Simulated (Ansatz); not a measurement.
BaAlSiH:
```yaml
crystal:
  lattice:
    - [4.31840, 0.00000, 0.00000]
    - [-2.15920, 3.73985, 0.00000]
    - [0.00000, 0.00000, 5.25584]
  atoms:
    - { symbol: Ba, position: [0.00000, 0.00000, 0.00136] }
    - { symbol: Al, position: [0.66667, 0.33333, 0.46337] }
    - { symbol: Si, position: [0.33333, 0.66667, 0.54317] }
    - { symbol: H, position: [0.66667, 0.33333, 0.13501] }
```

Relaxed with r²SCAN.

**Question.** Map the electron localisation function on the plane through (0.000, 0.000, 0.001) spanned by u = [0, 0, 1] and v = [1, -1, 0] in lattice vectors, from the program Ansatz at the r²SCAN level (PAW).

**Answer.** x is the fraction of u, y of v (the angle between them is 90°; rows are the nearest grid lines); atoms in the plane: Ba at (0.00, 0.00), Al at (0.46, 0.67), Si at (0.54, 0.33), H at (0.13, 0.67).
```
|001788730000000000026887100|
|136888510000000000015888631|
|778887310001111000003788877|
|887641000122333221000257888|
|654210001123344332100013566|
|012344432222334444310000000|
|799999986200000244431000137|
|999999997200100134331101269|
|999999998200010023332101379|
|999999997200000244432100269|
|478988654445678887643100014|
|001222234688999988765310000|
|000011245788999888876531000|
|000012467788887788888764100|
|000124677776322246888876410|
|100135677774224336888887521|
|000124677775222236888886410|
|000013567776422347888864210|
|000001246677666667776311000|
|766420012455555555421113567|
|888752001234444433100247888|
|778887410011111100003788877|
|236888520000000000015888632|
|001788730000000000026887100|
```
Scale: ten equal steps from -0.001 (start of '0') to 1.00 (end of '9'), in the order '0123456789'; x runs from 0.000 to 1.00, y from 0.000 (bottom) to 1.00 (top).

The density is the valence pseudo-density with augmentation charge, so density and ELF within about 1 Å of a nucleus are not all-electron values.

Space group P3m1. The workflow started from a Materials Project entry (that database holds measured and hypothetical structures alike); the Crystallography Open Database copy checked does not list it. Its standing as an ambient phase is unchecked. Symmetry was held in the r²SCAN relaxation; its stability against distortions is not shown here. Scalar-relativistic: spin–orbit coupling is off unless named, which matters more the heavier the elements.

Potentials: the later of the program's two PAW sets.
